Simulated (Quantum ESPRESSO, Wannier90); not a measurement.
## Wannierisation of AgBr (P2₁/m)

```
begin unit_cell_cart
ang
    4.1121600000    0.0000000000    0.0000000000
    0.0000000000    4.1547100000    0.0000000000
   -0.1171610000    0.0000000000    5.8446160000
end unit_cell_cart
begin atoms_frac
Ag  -0.2085200000 -0.2500000000 -0.2398800000
Ag   0.2085200000  0.2500000000  0.2398800000
Br   0.2768700000  0.2500000000 -0.2554000000
Br  -0.2768700000 -0.2500000000  0.2554000000
end atoms_frac
```

Structure: Materials Project mp-570301, symmetrised, not relaxed again. Not found in the COD (Crystallography Open Database) copy used, which has the formula in other groups; not checked further. Method: PBEsol plane waves in Quantum ESPRESSO 7.5 (PseudoDojo norm-conserving files, 66 Ry, spinors with spin-orbit coupling), Bloch states on a 6×6×4 mesh through Γ, Wannier90 4.0.1. Density: 8×8×6 mesh, Gaussian smearing 0.01 Ry.

Bands 17-20 form an isolated set from -14.83 to -14.38 eV relative to the valence-band maximum (on the path) and are turned into 4 Wannier functions by minimising the spread from the start: atomic waves Br 4s.

Task: Where do the functions sit, how wide are they and what are they made of?

Result: 
```tsv
functions	spread (Å²)	nearest atom, distance (Å)	second atom, distance (Å)	weight on atomic waves
4	0.99	Br 0.01	Ag 2.88	Br 4s 94 %
```

Ω_I = 3.95 Å², Ω_total = 3.95 Å²; the interpolated bands follow pw.x to 0.0 meV rms on the path. Only this start was tried; a symmetric start can stop on a saddle, and mixtures of these functions could lower the total by at most Ω_total − Ω_I.
